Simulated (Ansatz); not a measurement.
MnTl$_{2}$SnTe$_{4}$ in space group I-42m (No. 121; Mn on 2b, Tl on 4c, Sn on 2a, Te on 8i), r²SCAN+D4 in the plane-wave PAW code Ansatz. The conduction-band minimum lies on the Γ–Z line, 98 % of the way from Γ, with 2 equivalent valleys. Second derivatives d²E/dk² of the lowest band at one valley (eV·Å²), along Cartesian directions:

```json
[
 {"direction": "[100]", "d²E/dk²": "24.60"},
 {"direction": "[010]", "d²E/dk²": "24.60"},
 {"direction": "[001]", "d²E/dk²": "20.84"},
 {"direction": "[110]", "d²E/dk²": "24.57"},
 {"direction": "[101]", "d²E/dk²": "22.73"},
 {"direction": "[011]", "d²E/dk²": "22.73"}
]
```

**Question.** Find the principal effective masses, the density-of-states mass and the conductivity mass.

**Answer.** Off-diagonal terms follow from H_xy = H[110] − (H_xx + H_yy)/2, and m*/mₑ = 7.620 eV·Å² over each eigenvalue: 0.31, 0.31, 0.37. One valley's DOS mass (m₁m₂m₃)^(1/3) = 0.33, conductivity mass 3/(Σ 1/mᵢ) = 0.33 mₑ.

**Question.** What effective density of states Nc follows at 300 K for parabolic valleys?

**Answer.** Nc = 2.509e19 × 2 × (0.33)^(3/2) / 2 (one spin channel) ≈ 4.8e18 cm⁻³.

The first step of the workflow began from a Materials Project structure, measured or hypothetical; the Crystallography Open Database files this formula in space group No. 121, but the cells were not matched. Its standing as an ambient phase is unchecked. The cell was relaxed with r²SCAN+D4 under the symmetry of its start; whether a distortion lowers the energy is not shown. Spin order of the final state: ferromagnetic, the only order run, not a proven ground state. The cell computed holds one magnetic atom, so no antiferromagnetic order was within reach. Other orbital occupations within this spin state were not tried. No Hubbard U is applied. Spin–orbit coupling is left out wherever it is not named.

Potentials: the later of the program's two PAW sets.

Edges and masses are those of Kohn–Sham bands, whose gap is no quasiparticle gap.
